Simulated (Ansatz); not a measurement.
## KAl2Ge2: reading a single point

```
Al K Ge
1.0
     4.42764    0.00000    0.00000
    -2.21382    3.83445    0.00000
     0.00000    0.00000    7.04059
Al K Ge
2 1 2
Direct
  0.33330 0.66670 0.64150
  0.66670 0.33330 0.35850
  0.00000 0.00000 0.00000
  0.33330 0.66670 0.25137
  0.66670 0.33330 0.74863
```

The numbers come from plane-wave PAW DFT (Ansatz): PBE, no spin polarisation, 420 eV, 9×9×5 Γ-centred k points, fermi-dirac occupations (width 0.1 eV). Nothing was relaxed.

At the Fermi level: It is a metal, with about 2.9 states/eV a cell as the mean within 0.25 eV of the Fermi level, mostly Ge p (78 %) and Al p (14 %).
Formation energy: 0.04 eV an atom against the elements' usual phases (free molecules for gases, crystals otherwise, with no correction for O₂ or N₂), too near zero to call. Relaxing would lower it.
Stress: The pressure is -0.3 GPa (compression positive), so with the atoms held at these fractions the cell is close to zero pressure; the forces are large, so a full relaxation may end otherwise. The principal stresses -1.9, -1.9, 3.0 GPa differ, so its shape would change too.
Charges: Bader charges in e: K +0.67, Al +1.21, Ge -1.54. In the mean Al gives up most and Ge takes most.
Forces: The largest is on Ge4 (and as large on other atoms): 0.96 eV/Å, components (0.00, 0.00, 0.96). It makes 74° with the line to a nearest neighbour, Al2 at 2.67 Å.

Origin: a known structure type with other elements, at an estimated volume, so it need not be a known compound.
